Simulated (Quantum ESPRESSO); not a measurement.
```
Si
1.0
    0.00000     2.63466     2.63466
    2.63466     0.00000     2.63466
    2.63466     2.63466     0.00000
Si
2
Direct
  0.75000   0.75000   0.75000
  0.50000   0.50000   0.50000
```

The PBEsol cell relaxed from Materials Project entry mp-149 was given an isotropic strain of -3 % on all lattice vectors, and the atoms were relaxed again.

Task: What does PBEsol (Quantum ESPRESSO, PseudoDojo norm-conserving, 36 Ry, scalar-relativistic) give for the electronic structure near the Fermi level?

Result: The PBEsol gap is indirect, 0.29 eV, from Γ to 82 % of the way from Γ to X; the smallest direct gap is 2.54 eV.
